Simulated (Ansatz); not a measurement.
**LaPt$_{2}$: pressure against volume**

A database entry relaxed whole under r2SCAN (Fd-3m):

```
CELL_PARAMETERS angstrom
0.00000 3.91098 3.91098
3.91098 0.00000 3.91098
3.91098 3.91098 0.00000
ATOMIC_POSITIONS crystal
La 0.00000 0.00000 0.00000
La 0.25000 0.25000 0.25000
Pt 0.62500 0.62500 0.62500
Pt 0.12500 0.62500 0.62500
Pt 0.62500 0.62500 0.12500
Pt 0.62500 0.12500 0.62500
```

The cell was scaled uniformly, its shape held, and the atoms relaxed at each volume with plane-wave PAW DFT (Ansatz 0.2.0; r2SCAN, 500 eV, 8×8×8 Γ-centred mesh, fermi-dirac occupations of width 0.100 eV; no spin, no spin-orbit coupling). One row is withheld.

```tsv
volume (Å³/atom)	energy over the lowest (meV/atom)	pressure (GPa)
18.744	38.6	11.14
19.143	16.3	6.97
19.542	3.8	3.26
19.940	0.0	-0.04
20.339	?	?
20.738	14.9	-5.57
21.137	31.8	-7.88
```

Fit the pressures of the other rows to the third-order Birch-Murnaghan form.

With f = [(V₀/V)^(2/3) − 1]/2 and P = 3B₀f(1 + 2f)^(5/2)[1 + 3(B₀′ − 4)f/2], least squares gives V₀ = 19.94 Å³ an atom, B₀ = 155 GPa and B₀′ = 4.9; the rows miss the fit by less than 0.01 GPa. The slope of the energies differs from these pressures by 0.08 GPa, since they are taken to zero smearing while pressures follow the free energy.

What does the withheld row hold?

The fit gives -2.96 GPa at 20.339 Å³; the run gave -2.97 GPa and 4.0 meV an atom.

Caveats: the shape of the cell was held; 0 K, fixed nuclei; the symmetry was kept, and this need not be the phase that is stable at 0 K; one mesh for all volumes; pressure is positive in compression.
